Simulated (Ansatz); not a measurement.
Level: r2SCAN, no spin polarisation; 500 eV; 9×9×5 Γ-centred mesh; gaussian occupations (width 0.1036 eV); Ansatz 0.2.0, fixed geometry.

Computed maps in the lattice plane spanned by a (left to right, 3.77 Å, 11 points from zero) and b (bottom to top, 3.77 Å, 11 points from zero), 90° apart, at height 0.000 along c. The fields are smooth PAW ones with compensation charges, not the true ones near nuclei.

Valence density. Digits on a logarithmic scale: 0 up to 0.03 e/Å³, each further digit a factor of 1.6, 9 from 1.3 e/Å³ up:
```
99955445599
99655555569
55556776555
55569999655
44579999754
44579999754
55569999655
55556776555
99655555569
99955445599
99955445599
```

ELF. Ten even steps from '0' (0.08) to '9' (0.77):
```
99503553059
55222112225
00221111220
33217997123
75119999115
75119999115
33217997123
00221111220
55222112225
99503553059
89503773059
```

The cell is ZrVGa. Which atoms lie within 0.2 Å of this plane, and where (fractions of a and b)?

V at (0.00, 0.00), V at (0.50, 0.50). The whole cell:
```
V Zr Ga
1.0
     3.77093    0.00000    0.00000
     0.00000    3.77093    0.00000
     0.00000    0.00000    7.36019
V Zr Ga
2 2 2
Direct
  0.00000 0.00000 0.00000
  0.50000 0.50000 0.00000
  0.50000 0.00000 0.64000
  0.00000 0.50000 0.36000
  0.50000 0.00000 0.25500
  0.00000 0.50000 0.74500
```

Origin: a known structure type with other elements, at an estimated volume, so it need not be a known compound. Caveats: no spin polarisation, so a magnetic state may lie lower.
